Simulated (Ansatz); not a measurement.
Al$_{3}$InN$_{4}$: relaxed-ion elastic tensor

Computed with DFT PBE, scalar-relativistic, plane waves, PAW in Ansatz 0.2.0. Plane waves to 420 eV; Γ-centred k mesh 8×8×4; fixed occupations. No spin polarisation.

The cell, relaxed at this level:
```
CELL_PARAMETERS angstrom
3.22076 0.00000 0.00000
0.00000 3.22076 0.00000
0.00000 0.00000 9.13873
ATOMIC_POSITIONS crystal
Al 0.00000 0.00000 0.73155
Al 0.00000 0.00000 0.26845
Al 0.50000 0.50000 0.50000
In 0.50000 0.50000 0.00000
N 0.50000 0.00000 0.84458
N 0.00000 0.50000 0.15542
N 0.50000 0.00000 0.38434
N 0.00000 0.50000 0.61566
```

The cell was found from a structure generator's guess, not taken from experiment.

**Question.** Give the relaxed-ion elastic constants (GPa, Voigt order xx yy zz yz xz xy, on the Cartesian axes of the cell above).

**Answer.**
```
334.1  50.4 138.2   0.0   0.0   0.0
 50.4 334.1 138.2   0.0   0.0   0.0
138.1 138.1 237.0   0.0   0.0   0.0
  0.0   0.0   0.0 129.4   0.0   0.0
  0.0   0.0   0.0   0.0 129.4   0.0
  0.0   0.0   0.0   0.0   0.0  61.2
```

**Question.** Is the crystal stable against homogeneous strain?

**Answer.** Yes: the least eigenvalue of the tensor is 61.2 GPa.

**Question.** And the moduli of a polycrystal (Hill averages)?

**Answer.** B = 173 GPa, G = 94 GPa, E = 239 GPa, ν = 0.27.
